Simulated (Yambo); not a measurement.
```
CELL_PARAMETERS angstrom
     -2.07869     2.96455     3.50515
      2.07869    -2.96455     3.50515
      2.07869     2.96455    -3.50515
ATOMIC_POSITIONS crystal
  O  0.62595 0.00000 0.62595
  O  0.37405 0.00000 0.37405
  Rb 0.25736 0.25736 0.00000
  Rb 0.74264 0.74264 0.00000
```

RbO (space group Immm, No. 71): mean Im ε in 1 eV windows above the direct gap of 3.83 eV, for different electron-hole kernels (Yambo, broadening 0.15 eV, PBEsol (pw.x of Quantum ESPRESSO, ONCV potentials, scalar-relativistic) bands; 6×6×6 mesh, 5 valence and 8 conduction bands, static screening with 47 bands and a 4 Ry block, scissor 1.87 eV, Tamm-Dancoff; field along x).

```csv
window (eV),independent quasiparticles,BSE
3.8 to 4.8,0.4,0.8
4.8 to 5.8,0.7,0.9
5.8 to 6.8,0.5,1.8
6.8 to 7.8,0.7,1.8
7.8 to 8.8,1.9,1.1
```

This run doesn't resolve bound excitons or single peaks, so only averages are given, and they too depend on the mesh; weight that the attraction moves below the gap isn't listed. All transitions below 9.88 eV are in the band window. The scissor comes from a G0W0 run whose convergence isn't established.

Geometry relaxed with PBEsol.
